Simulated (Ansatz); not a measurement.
GaSb:
```xyz
2
Lattice="0.0000 3.0663 3.0663 3.0663 0.0000 3.0663 3.0663 3.0663 0.0000" Properties=species:S:1:pos:R:3 pbc="T T T"
Ga     0.0000     0.0000     0.0000
Sb     1.5331     1.5331     1.5331
```

Cartesian axes are those of the cell as given.

**Question.** Give the proper piezoelectric stress tensor with relaxed ions from r²SCAN (plane waves, PAW; program Ansatz).

**Answer.** In C/m², rows x, y, z, Voigt columns; mesh uncertainty up to 0.01.
```
 0.00   0.00   0.00  -0.28   0.00   0.00
 0.00   0.00   0.00   0.00  -0.28   0.00
 0.00   0.00   0.00   0.00   0.00  -0.28
```

The elastic tensor of the same run (GPa):

```
86.6  36.8  36.8   0.0   0.0   0.0
36.8  86.6  36.8   0.0   0.0   0.0
36.8  36.8  86.6   0.0   0.0   0.0
 0.0   0.0   0.0  43.5   0.0   0.0
 0.0   0.0   0.0   0.0  43.5   0.0
 0.0   0.0   0.0   0.0   0.0  43.5
```

**Question.** Convert to strain constants d = e·S.

**Answer.** In pC/N:
```
 0.0   0.0   0.0  -6.3   0.0   0.0
 0.0   0.0   0.0   0.0  -6.3   0.0
 0.0   0.0   0.0   0.0   0.0  -6.3
```

Space group F-43m (zinc blende). The r²SCAN relaxation kept the symmetry of its start; of distortions, only those at the zone centre were tested. Scalar-relativistic: spin–orbit coupling is off unless named, which matters more the heavier the elements.

Potentials: the earlier of the program's two PAW sets.
